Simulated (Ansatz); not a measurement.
The calculation used DFT PBE, scalar-relativistic, plane waves, PAW in Ansatz 0.2.0. Plane waves to 420 eV, a 16×16×16 mesh through Γ for the 4-atom cell and 0.10 eV Gaussian smearing; no spin polarisation.

Formation energies are uncorrected and refer to the elements' standard structures at the same level.

Question: Give a relaxed trial structure of an orthorhombic metal with formula Mg₃Se, with a formation energy near −0.21 eV/atom and a density near 2.41 g/cm³, in a cell of 4 atoms.

Answer: Mg₃Se, space group Immm (No. 71). Around Mg on a site of symmetry mm2 lie 1 Se at 2.56 Å, 4 Mg at 3.20 Å and 6 Mg at 3.45–3.71 Å; around Mg on a site of symmetry mmm lie 2 Se at 2.59 Å and 10 Mg at 3.45–3.71 Å; Se has 4 Mg at 2.56–2.59 Å.

```
Mg Se
1.0
    -1.85264    2.58631    5.46558
     1.85264   -2.58631    5.46558
     1.85264    2.58631   -5.46558
Mg Se
3 1
Direct
  0.23404 0.73404 0.50000
  0.76596 0.26596 0.50000
  0.50000 0.50000 0.00000
  0.00000 0.50000 0.50000
```

The volume per atom is 26.19 Å³, the density is 2.41 g/cm³ and the formation energy is −0.21 eV/atom. The gap on the 16×16×16 mesh of the 4-atom cell is 0 eV (a metal).

The structure comes from a generated guess, relaxed at this level; another structure or a mixture of phases may lie lower. Other answers may fit too; this one was computed.

The reference form of Se is held partly by dispersion forces, which this level lacks. Symmetry constrained the relaxation, so the result can be a saddle point.
